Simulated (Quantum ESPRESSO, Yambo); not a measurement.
Quasiparticle gap of BaO at -2 % biaxial strain

Space group P6₃/mmc (No. 194); a = b = 3.669 Å, c = 6.593 Å, α = β = 90.00°, γ = 120.00°

```json
[
 {"atom": "O", "site": "2a", "symmetry": "-3m.", "x": "0.0000", "y": "0.0000", "z": "0.0000"},
 {"atom": "Ba", "site": "2c", "symmetry": "-6m2", "x": "0.3333", "y": "0.6667", "z": "0.2500"}
]
```

The PBEsol cell relaxed from Materials Project entry mp-1008500 was given a biaxial strain of -2 % along x and y, z relaxed, and the atoms were relaxed again.

Starting point: PBEsol (Quantum ESPRESSO, PseudoDojo norm-conserving, 84 Ry, scalar-relativistic). G0W0 in Yambo: 6×6×2 Γ-centred k mesh, 121 bands and a 7 Ry block in the screening, 121 bands in G with the Bruneval-Gonze terminator, plasmon pole fitted at 27.2 eV.

- PBEsol gap along the band path: 2.39 eV
- PBEsol gap between the mesh's edge points (H → M): 2.39 eV
- G0W0 gap between the same points: 3.50 eV
- PBEsol smallest direct gap on the mesh (at M): 2.42 eV
- G0W0 direct gap at that point: 3.53 eV

| k point | band | E PBEsol (eV) | E QP (eV) | shift (eV) | Z |
|---|---|---|---|---|---|
| Γ | VB | -0.09 | -0.64 | -0.55 | 0.77 |
| Γ | CB | 3.51 | 4.05 | 0.55 | 0.84 |
| M | VB | -0.03 | -0.63 | -0.59 | 0.78 |
| M | CB | 2.39 | 2.90 | 0.51 | 0.84 |
| H | VB | 0.00 | -0.60 | -0.60 | 0.78 |
| H | CB | 4.94 | 5.56 | 0.62 | 0.84 |

Energies count from the PBEsol valence-band maximum.

Convergence of the G0W0 settings was not tested.

This is not the ordinary phase of the substance; no match was found in the copy of COD used, and its stability was not checked.
